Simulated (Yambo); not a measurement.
Absorption of NaRhS2O8 (space group C2/m, No. 12) with and without the electron-hole interaction (Yambo, PBEsol bands; 4×4×2 mesh, 21 valence and 10 conduction bands, static screening with 98 bands and a 3 Ry block, scissor 2.27 eV, Tamm-Dancoff; field along x). Axes are Cartesian, with cell vectors (Å) (3.99, -2.62, 0.00), (3.99, 2.62, 0.00), (-0.36, 0.00, 7.21).

```json
[
 {"E (eV)": "0.40", "Im ε, BSE": "0.03", "Im ε, independent quasiparticles": "0.02"},
 {"E (eV)": "0.50", "Im ε, BSE": "0.03", "Im ε, independent quasiparticles": "0.02"},
 {"E (eV)": "0.60", "Im ε, BSE": "0.03", "Im ε, independent quasiparticles": "0.02"},
 {"E (eV)": "0.70", "Im ε, BSE": "0.03", "Im ε, independent quasiparticles": "0.02"},
 {"E (eV)": "0.80", "Im ε, BSE": "0.03", "Im ε, independent quasiparticles": "0.02"},
 {"E (eV)": "0.90", "Im ε, BSE": "0.04", "Im ε, independent quasiparticles": "0.02"},
 {"E (eV)": "1.00", "Im ε, BSE": "0.04", "Im ε, independent quasiparticles": "0.02"},
 {"E (eV)": "1.10", "Im ε, BSE": "0.04", "Im ε, independent quasiparticles": "0.02"},
 {"E (eV)": "1.20", "Im ε, BSE": "0.04", "Im ε, independent quasiparticles": "0.02"},
 {"E (eV)": "1.30", "Im ε, BSE": "0.05", "Im ε, independent quasiparticles": "0.02"},
 {"E (eV)": "1.40", "Im ε, BSE": "0.05", "Im ε, independent quasiparticles": "0.02"},
 {"E (eV)": "1.50", "Im ε, BSE": "0.05", "Im ε, independent quasiparticles": "0.03"},
 {"E (eV)": "1.60", "Im ε, BSE": "0.05", "Im ε, independent quasiparticles": "0.03"},
 {"E (eV)": "1.70", "Im ε, BSE": "0.06", "Im ε, independent quasiparticles": "0.03"},
 {"E (eV)": "1.80", "Im ε, BSE": "0.06", "Im ε, independent quasiparticles": "0.03"},
 {"E (eV)": "1.90", "Im ε, BSE": "0.07", "Im ε, independent quasiparticles": "0.03"},
 {"E (eV)": "2.00", "Im ε, BSE": "0.07", "Im ε, independent quasiparticles": "0.03"},
 {"E (eV)": "2.10", "Im ε, BSE": "0.08", "Im ε, independent quasiparticles": "0.03"},
 {"E (eV)": "2.20", "Im ε, BSE": "0.09", "Im ε, independent quasiparticles": "0.04"},
 {"E (eV)": "2.30", "Im ε, BSE": "0.10", "Im ε, independent quasiparticles": "0.04"},
 {"E (eV)": "2.40", "Im ε, BSE": "0.11", "Im ε, independent quasiparticles": "0.04"},
 {"E (eV)": "2.50", "Im ε, BSE": "0.13", "Im ε, independent quasiparticles": "0.04"},
 {"E (eV)": "2.60", "Im ε, BSE": "0.15", "Im ε, independent quasiparticles": "0.05"},
 {"E (eV)": "2.70", "Im ε, BSE": "0.18", "Im ε, independent quasiparticles": "0.05"},
 {"E (eV)": "2.80", "Im ε, BSE": "0.22", "Im ε, independent quasiparticles": "0.05"},
 {"E (eV)": "2.90", "Im ε, BSE": "0.29", "Im ε, independent quasiparticles": "0.06"},
 {"E (eV)": "3.00", "Im ε, BSE": "0.40", "Im ε, independent quasiparticles": "0.06"},
 {"E (eV)": "3.10", "Im ε, BSE": "0.60", "Im ε, independent quasiparticles": "0.07"},
 {"E (eV)": "3.20", "Im ε, BSE": "0.87", "Im ε, independent quasiparticles": "0.07"},
 {"E (eV)": "3.30", "Im ε, BSE": "1.04", "Im ε, independent quasiparticles": "0.08"},
 {"E (eV)": "3.40", "Im ε, BSE": "1.12", "Im ε, independent quasiparticles": "0.10"},
 {"E (eV)": "3.50", "Im ε, BSE": "1.20", "Im ε, independent quasiparticles": "0.11"},
 {"E (eV)": "3.60", "Im ε, BSE": "1.49", "Im ε, independent quasiparticles": "0.13"},
 {"E (eV)": "3.70", "Im ε, BSE": "1.77", "Im ε, independent quasiparticles": "0.16"},
 {"E (eV)": "3.80", "Im ε, BSE": "1.86", "Im ε, independent quasiparticles": "0.20"},
 {"E (eV)": "3.90", "Im ε, BSE": "1.85", "Im ε, independent quasiparticles": "0.29"},
 {"E (eV)": "4.00", "Im ε, BSE": "2.08", "Im ε, independent quasiparticles": "0.38"},
 {"E (eV)": "4.10", "Im ε, BSE": "2.66", "Im ε, independent quasiparticles": "0.46"},
 {"E (eV)": "4.20", "Im ε, BSE": "3.64", "Im ε, independent quasiparticles": "0.61"},
 {"E (eV)": "4.30", "Im ε, BSE": "4.11", "Im ε, independent quasiparticles": "0.79"},
 {"E (eV)": "4.40", "Im ε, BSE": "4.41", "Im ε, independent quasiparticles": "0.91"},
 {"E (eV)": "4.50", "Im ε, BSE": "4.40", "Im ε, independent quasiparticles": "0.98"},
 {"E (eV)": "4.60", "Im ε, BSE": "4.29", "Im ε, independent quasiparticles": "1.15"},
 {"E (eV)": "4.70", "Im ε, BSE": "3.69", "Im ε, independent quasiparticles": "1.27"},
 {"E (eV)": "4.80", "Im ε, BSE": "2.45", "Im ε, independent quasiparticles": "1.05"},
 {"E (eV)": "4.90", "Im ε, BSE": "1.71", "Im ε, independent quasiparticles": "0.96"},
 {"E (eV)": "5.00", "Im ε, BSE": "1.44", "Im ε, independent quasiparticles": "1.02"},
 {"E (eV)": "5.10", "Im ε, BSE": "1.38", "Im ε, independent quasiparticles": "1.15"},
 {"E (eV)": "5.20", "Im ε, BSE": "1.41", "Im ε, independent quasiparticles": "1.33"},
 {"E (eV)": "5.30", "Im ε, BSE": "1.49", "Im ε, independent quasiparticles": "1.52"},
 {"E (eV)": "5.40", "Im ε, BSE": "1.63", "Im ε, independent quasiparticles": "2.05"},
 {"E (eV)": "5.50", "Im ε, BSE": "1.78", "Im ε, independent quasiparticles": "2.93"},
 {"E (eV)": "5.60", "Im ε, BSE": "2.05", "Im ε, independent quasiparticles": "3.61"},
 {"E (eV)": "5.70", "Im ε, BSE": "2.70", "Im ε, independent quasiparticles": "3.64"},
 {"E (eV)": "5.80", "Im ε, BSE": "3.63", "Im ε, independent quasiparticles": "3.53"},
 {"E (eV)": "5.90", "Im ε, BSE": "3.53", "Im ε, independent quasiparticles": "3.47"},
 {"E (eV)": "6.00", "Im ε, BSE": "2.82", "Im ε, independent quasiparticles": "3.13"},
 {"E (eV)": "6.10", "Im ε, BSE": "2.40", "Im ε, independent quasiparticles": "2.72"},
 {"E (eV)": "6.20", "Im ε, BSE": "2.52", "Im ε, independent quasiparticles": "2.24"},
 {"E (eV)": "6.30", "Im ε, BSE": "2.83", "Im ε, independent quasiparticles": "1.78"},
 {"E (eV)": "6.40", "Im ε, BSE": "2.63", "Im ε, independent quasiparticles": "1.44"},
 {"E (eV)": "6.50", "Im ε, BSE": "2.26", "Im ε, independent quasiparticles": "1.23"},
 {"E (eV)": "6.60", "Im ε, BSE": "2.23", "Im ε, independent quasiparticles": "1.22"},
 {"E (eV)": "6.70", "Im ε, BSE": "2.43", "Im ε, independent quasiparticles": "1.24"},
 {"E (eV)": "6.80", "Im ε, BSE": "2.44", "Im ε, independent quasiparticles": "1.39"},
 {"E (eV)": "6.90", "Im ε, BSE": "2.26", "Im ε, independent quasiparticles": "1.83"},
 {"E (eV)": "7.00", "Im ε, BSE": "1.93", "Im ε, independent quasiparticles": "2.44"},
 {"E (eV)": "7.10", "Im ε, BSE": "1.53", "Im ε, independent quasiparticles": "2.80"},
 {"E (eV)": "7.20", "Im ε, BSE": "1.23", "Im ε, independent quasiparticles": "2.56"},
 {"E (eV)": "7.30", "Im ε, BSE": "1.04", "Im ε, independent quasiparticles": "2.19"}
]
```

The scissor comes from a G0W0 run whose convergence isn't established. Broadening 0.15 eV. The band window holds all transitions up to 10.8 eV. Fine structure above the onset can come from the mesh.

Spin-orbit splittings are left out.

Geometry of the Materials Project entry, not relaxed at this level; primitive cell a = 4.7686 Å, b = 4.7686 Å, c = 7.2179 Å, α = 92.37°, β = 92.37°, γ = 66.57°.

The structure is a Materials Project entry; no match was found in the copy of COD used, and its stability was not checked.
